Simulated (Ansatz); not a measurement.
SiC:
```cif
data_C2Si2
_chemical_formula_sum 'Si2 C2'
_space_group_name_H-M_alt 'P63mc'
_space_group_IT_number 186
_space_group_name_Hall 'P 6c -2c'
_cell_length_a 3.09198
_cell_length_b 3.09198
_cell_length_c 5.07436
_cell_angle_alpha 90.000
_cell_angle_beta 90.000
_cell_angle_gamma 120.000
loop_
_atom_site_label
_atom_site_type_symbol
_atom_site_symmetry_multiplicity
_atom_site_Wyckoff_symbol
_atom_site_fract_x
_atom_site_fract_y
_atom_site_fract_z
_atom_site_occupancy
Si1 Si 2 b 0.66667 0.33333 0.00052 1
C1 C 2 b 0.33333 0.66667 0.12468 1
```

Relaxed with PBE.

Question: Decompose the optical modes at the zone centre into irreducible representations, and say which are infrared and Raman allowed.

Answer: Point group 6mm: Γ_opt = A1 + 2B1 + E1 + 2E2. Infrared: A1, E1. Raman: A1, E1, E2.

Question: Assign frequencies (DFPT, PBE (plane waves, PAW; program Ansatz); without the LO–TO term).

Answer: E2 257, B1 584, E2 743, A1 750, E1 778, B1 815 cm⁻¹.

Subscripts of B labels follow the axes of the standard setting.

Space group P6_3mc (wurtzite). Symmetry was held in the PBE relaxation; phonons on a q-mesh show no instability.

Potentials: the later of the program's two PAW sets.
